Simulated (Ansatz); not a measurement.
Fe₂B:
```yaml
crystal:
  lattice:
    - [-2.54671, 2.54671, 2.11590]
    - [2.54671, -2.54671, 2.11590]
    - [2.54671, 2.54671, -2.11590]
  atoms:
    - { symbol: B, position: [0.25000, 0.25000, 0.00000] }
    - { symbol: B, position: [0.75000, 0.75000, 0.00000] }
    - { symbol: Fe, position: [0.66772, 0.16772, 0.83544] }
    - { symbol: Fe, position: [0.16772, 0.33228, 0.50000] }
    - { symbol: Fe, position: [0.33228, 0.83228, 0.16456] }
    - { symbol: Fe, position: [0.83228, 0.66772, 0.50000] }
```
The run is spin-polarised; directions of the spins, atom by atom: 0 0 ↑ ↑ ↑ ↑.

Relaxed with r²SCAN.

Problem. Map the spin density (μB/Å³) on the plane through (0.250, 0.250, 0.000) spanned by u = [0, 0, 1] and v = [1, -1, 0] in lattice vectors, from the program Ansatz at the r²SCAN level (PAW).

Solution. x is the fraction of u, y of v (the angle between them is 90°; rows are the nearest grid lines); atoms in the plane: B at (0.00, 0.00), B at (0.00, 0.50), Fe at (0.50, 0.92), Fe at (0.50, 0.58).
```
y \ x    0.000  0.0952   0.190   0.286   0.381   0.476   0.524   0.619   0.714   0.810   0.905    1.00
------  ------  ------  ------  ------  ------  ------  ------  ------  ------  ------  ------  ------
1.00    -0.020  -0.073  -0.043   0.031   0.260   0.704   0.704   0.260   0.031  -0.043  -0.073  -0.020
0.917   -0.087  -0.069  -0.023   0.110    1.30    6.31    6.31    1.30   0.110  -0.023  -0.069  -0.087
0.833   -0.029  -0.031  -0.027   0.021   0.227   0.636   0.636   0.227   0.021  -0.027  -0.031  -0.029
0.778   -0.011  -0.019  -0.032  -0.030  -0.009   0.011   0.011  -0.009  -0.030  -0.032  -0.019  -0.011
0.694   -0.018  -0.023  -0.030  -0.012   0.057   0.137   0.137   0.057  -0.012  -0.030  -0.023  -0.018
0.611   -0.063  -0.053  -0.022   0.093    1.08    4.62    4.62    1.08   0.093  -0.022  -0.053  -0.063
0.528   -0.048  -0.078  -0.034   0.071   0.663    2.17    2.17   0.663   0.071  -0.034  -0.078  -0.048
0.472   -0.048  -0.079  -0.047  -0.003   0.082   0.181   0.181   0.082  -0.003  -0.047  -0.079  -0.048
0.389   -0.063  -0.039  -0.006  -0.003  -0.019  -0.030  -0.030  -0.019  -0.003  -0.006  -0.039  -0.063
0.306   -0.018   0.048   0.257   0.319   0.077  -0.022  -0.022   0.077   0.319   0.257   0.048  -0.018
0.222   -0.011   0.068   0.410   0.529   0.119  -0.016  -0.016   0.119   0.529   0.410   0.068  -0.011
0.167   -0.029   0.017   0.119   0.134   0.034  -0.028  -0.028   0.034   0.134   0.119   0.017  -0.029
0.0833  -0.087  -0.064  -0.031  -0.020  -0.016  -0.012  -0.012  -0.016  -0.020  -0.031  -0.064  -0.087
0.000   -0.020  -0.073  -0.043   0.031   0.260   0.704   0.704   0.260   0.031  -0.043  -0.073  -0.020
```

The density is the valence pseudo-density with augmentation charge, so density and ELF within about 1 Å of a nucleus are not all-electron values.

Space group I4/mcm. The workflow started from an entry of the Crystallography Open Database (COD). Whether it is the stable phase at ambient conditions was not checked. Symmetry was held in the r²SCAN relaxation; its stability against distortions is not shown here. Spin order of the final state: ferromagnetic, chosen from 2 collinear starts compared on coarse meshes (ties went to the first, and starts can fall back to one state), not a proven ground state. Other orbital occupations within this spin state were not tried. For itinerant 3d metals, meta-GGAs of the SCAN family and hybrids are commonly reported to give too large moments.

Potentials: the later of the program's two PAW sets.
